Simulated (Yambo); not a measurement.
Optical response of MgO at +1 % isotropic strain

```xyz
2
Lattice="0.0000 2.1275 2.1275 2.1275 0.0000 2.1275 2.1275 2.1275 0.0000" Properties=species:S:1:pos:R:3 pbc="T T T"
O      2.1275     2.1275     2.1275
Mg     4.2550     4.2550     4.2550
```

Yambo, RPA with local fields on PBEsol bands shifted by a G0W0 scissor of 2.48 eV; 18×18×18 mesh, 15 bands, 4 Ry local-field block, 0.2 eV broadening; field along x.

```
E (eV)  Im ε  Re ε  Im ε, independent particles
------  ----  ----  ---------------------------
0.0     0.00  2.73                         0.00
0.5     0.00  2.73                         0.00
1.0     0.00  2.74                         0.00
1.5     0.01  2.75                         0.01
2.0     0.01  2.77                         0.01
2.5     0.01  2.80                         0.01
3.0     0.02  2.83                         0.02
3.5     0.02  2.88                         0.02
4.0     0.02  2.93                         0.03
4.5     0.03  3.00                         0.03
5.0     0.04  3.08                         0.04
5.5     0.05  3.19                         0.05
6.0     0.07  3.34                         0.08
6.5     0.13  3.56                         0.13
7.0     0.40  3.88                         0.41
7.5     0.77  3.89                         0.78
8.0     0.92  3.93                         0.94
8.5     1.08  3.73                         1.10
9.0     1.35  3.89                         1.39
9.5     1.47  3.94                         1.51
10.0    1.80  4.05                         1.86
10.5    2.50  4.26                         2.62
11.0    3.25  3.34                         3.34
11.5    3.13  2.91                         3.20
12.0    2.79  2.60                         2.86
12.5    2.99  2.52                         3.15
13.0    3.85  2.98                         4.51
13.5    4.02  1.10                         4.54
14.0    3.21  0.60                         3.67
14.5    2.54  0.76                         3.08
15.0    2.41  0.73                         2.92
15.5    1.94  0.73                         2.38
16.0    2.04  1.10                         2.67
16.5    1.96  1.13                         2.54
17.0    2.37  1.44                         3.22
17.5    2.79  0.69                         3.34
18.0    2.29  0.36                         2.56
18.5    2.16  0.50                         2.44
19.0    2.20  0.42                         2.40
19.5    2.20  0.39                         2.33
20.0    2.65  0.19                         2.39
```

Peak heights and small wiggles depend on the k mesh. Convergence of the RPA response with its 18×18×18 mesh was not tested. The scissor comes from a G0W0 run whose convergence isn't established. No excitonic effects at this level.

Geometry strained from the cell relaxed with PBEsol, atoms relaxed again.
